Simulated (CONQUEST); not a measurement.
Consider a self-consistent single point of C (Cmme, 8 atoms in the cell; from Materials Project mp-568286, changed as shown).

```
C
1.0
    2.36880     0.00000     0.00000
    0.00000     4.10819     0.00000
    0.00000     0.00000     6.80440
C
8
Direct
  0.50000   0.41686   0.75572
  0.00000   0.08314   0.24428
  0.50000   0.08314   0.75572
  0.00000   0.41686   0.24428
  0.00000   0.91686   0.75572
  0.50000   0.58314   0.24428
  0.00000   0.58314   0.75572
  0.50000   0.91686   0.24428
```

Method: CONQUEST with LDA (PW92), numerical atomic orbitals double-zeta with polarisation (the shipped basis), PseudoDojo norm-conserving potentials made for LDA.

CONQUEST settings:

| setting | value |
|---|---|
| basis | DZP |
| Diag.MPMeshX, Y, Z | 14 8 6 |
| potentials | PseudoDojo norm-conserving LDA |
| Grid.GridCutoff | 175 Ha |
| DM.SolutionMethod | diagon |
| Diag.kT | 0.003675 Ha |
| Diag.GammaCentred | true |
| minE.SCTolerance | 1.0e-06 |
| SC.MaxIters | 100 |
| SC.LinearMixingFactor | 0.5 |
| SC.KerkerPreCondition | true |
| SC.KerkerFactor | 0.1 1/bohr |
| AtomMove.TypeOfRun | static |

Results:

* **Number of valence electrons**: 32
* **Number of bands**: 104
* **Number of k-points after the program's reduction**: 445
* **Size of the basis**: 104
* **Number of SCF iterations**: 7
* **FFT grid**: 32 × 48 × 80
* **Free energy E − TS**: -1310.6321 eV
* **Fermi level (on the code's own zero)**: -6.55 eV
* **Pressure**: 39.33 GPa
* **Largest force (vector length)**: 0.162 eV/Å

Forces (eV/Å):
```json
[
 {"atom": "C1", "Fx": "0.000", "Fy": "-0.161", "Fz": "-0.021"},
 {"atom": "C2", "Fx": "0.000", "Fy": "0.161", "Fz": "0.021"},
 {"atom": "C3", "Fx": "0.000", "Fy": "0.161", "Fz": "-0.021"},
 {"atom": "C4", "Fx": "0.000", "Fy": "-0.161", "Fz": "0.021"},
 {"atom": "C5", "Fx": "0.000", "Fy": "-0.161", "Fz": "-0.021"},
 {"atom": "C6", "Fx": "0.000", "Fy": "0.161", "Fz": "0.021"},
 {"atom": "C7", "Fx": "0.000", "Fy": "0.161", "Fz": "-0.021"},
 {"atom": "C8", "Fx": "0.000", "Fy": "-0.161", "Fz": "0.021"}
]
```

For comparison: a first run was changed to give this one (lattice scaled by 0.98), and from it to this one the free energy goes up by 88.9 meV/atom, the pressure goes from 16.74 to 39.33 GPa and the largest force goes from 0.140 to 0.162 eV/Å.

The program uses no crystal symmetry, so grid and mesh can part values that symmetry would make equal. The atom-centred basis is finite, which shifts total energies, pressures and forces against plane waves. The structure comes from a collection of computed structures, made at another level of theory; the collection holds predicted forms beside known ones. Its lattice was then scaled. At this pressure the cell is far from its equilibrium volume at this level.

Cost on one core: roughly 3 core-minutes.
